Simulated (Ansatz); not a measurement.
The start is a generated cell, Si2W built in the AFLOW prototype A2B_tP6_129_ac_c (C38, as in Cu2Sb). A full variable-cell relaxation at zero pressure is run with r2SCAN (plane waves to 500 eV, PAW, scalar-relativistic; Ansatz, an electronic-structure program). The first steps use a coarse 6×6×4 k-mesh.

Input geometry:
```
CELL_PARAMETERS angstrom
      3.82432     0.00000     0.00000
      0.00000     3.82432     0.00000
      0.00000     0.00000     5.83532
ATOMIC_POSITIONS crystal
  Si 0.00000 0.00000 0.00000
  Si 0.50000 0.50000 0.00000
  Si 0.50000 0.00000 0.27000
  Si 0.00000 0.50000 0.73000
  W  0.50000 0.00000 0.70000
  W  0.00000 0.50000 0.30000
```

Question: Which atoms feel the largest initial force, and how large is it?

Answer: About 1.2 eV/Å, on Si3, Si4 (atoms numbered as listed).

Question: How much energy is released per atom?

Answer: 0.82 eV/atom.

Question: How does the volume change?

Answer: +0.5 %, from 14.22 to 14.30 Å³/atom.

Question: How do the shortest distances between atoms change?

Answer: The closest pairs of elements (up to four, under 3.6 Å), start → end: Si–Si 2.48 → 2.38 Å; Si–W 2.51 → 2.55 Å; W–W 3.57 → 3.36 Å.

Question: Is the relaxed structure metallic? Give its gap.

Answer: No gap (metallic).

Question: Give the final cell and atomic positions.

Answer: 
```cif
data_Si4W2
_chemical_formula_sum 'Si4 W2'
_space_group_name_H-M_alt 'P4/nmm :1'
_space_group_IT_number 129
_space_group_name_Hall 'P 4ab 2ab -1ab'
_cell_length_a 3.36087
_cell_length_b 3.36087
_cell_length_c 7.59619
_cell_angle_alpha 90.000
_cell_angle_beta 90.000
_cell_angle_gamma 90.000
loop_
_space_group_symop_operation_xyz
  'x, y, z'
  '-y+1/2, x+1/2, z'
  '-x, -y, z'
  'y+1/2, -x+1/2, z'
  'x+1/2, -y+1/2, -z'
  '-y, -x, -z'
  '-x+1/2, y+1/2, -z'
  'y, x, -z'
  '-x+1/2, -y+1/2, -z'
  'y, -x, -z'
  'x+1/2, y+1/2, -z'
  '-y, x, -z'
  '-x, y, z'
  'y+1/2, x+1/2, z'
  'x, -y, z'
  '-y+1/2, -x+1/2, z'
loop_
_atom_site_label
_atom_site_type_symbol
_atom_site_symmetry_multiplicity
_atom_site_Wyckoff_symbol
_atom_site_fract_x
_atom_site_fract_y
_atom_site_fract_z
_atom_site_occupancy
Si1 Si 2 a 0.00000 0.00000 0.00000 1
Si2 Si 2 c 0.50000 0.00000 0.40304 1
W1 W 2 c 0.00000 0.50000 0.25213 1
```

The space group stays P4/nmm (No. 129) (the run could not lower it), with 6 atoms in the primitive cell. Final values are on a 14×14×6 k-mesh of the relaxed cell. No spin polarisation in the result.

The run could not lose the symmetry of its start; a randomly shaken copy of 12 atoms returns to this structure.

The relaxed structure here is a generated cell of Si2W: the first start was made by placing the elements on the sites of a structure type, and the end was not matched to a known phase here, so it may be hypothetical. Known forms of Si2W include space group No. 139.
